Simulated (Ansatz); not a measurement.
Input and command of a plane-wave DFT calculation in Ansatz:

```yaml
crystal:
  lattice:
    - [4.054978, 0.0, 0.0]
    - [0.0, 4.054978, 0.0]
    - [0.0, 0.0, 7.36387]
  atoms:
    - { symbol: Sn, position: [0.0, 0.5, 0.79639] }
    - { symbol: Sn, position: [0.5, 0.0, 0.20361] }
    - { symbol: Cl, position: [0.5, 0.0, 0.650633] }
    - { symbol: Cl, position: [0.0, 0.5, 0.349367] }
    - { symbol: F, position: [0.5, 0.5, 0.0] }
    - { symbol: F, position: [0.0, 0.0, 0.0] }
basis:
  ecutwfc: 420
kpoints:
  mp_grid: { grid: [6, 6, 4] }
hamiltonian:
  xc: pbesol
scf:
  occupations: { method: gaussian, width: 0.02 }
output:
  forces: true
  stress: true
  eigenvalues: true
relax:
  adjacent_minimum: "off"
  f_tol: 0.005
  max_steps: 80
  cell: { stress_tol: 0.05 }
```

```bash
ansatz run input.yaml --threads 1 --pin off --max-ram 2560MiB --backend cpu --events-out ev --progress --plain --runs-dir out
```

Processor: Intel(R) Xeon(R) Processor @ 2.50GHz (Skylake/Cascade Lake), 1 thread, on a host shared with other jobs.

Problem. Estimate time, memory and problem size.

Solution. About 2.2 min on 1 thread of Intel(R) Xeon(R) Processor @ 2.50GHz (Skylake/Cascade Lake) (shared host), peak memory 0.46 GiB. It solves 34 bands at 30 k points (the mesh reduced by the symmetry that the task leaves, which can be less than the crystal's) with about 2217 plane waves (on the last cell), in 41 SCF iterations over 7 ionic steps.
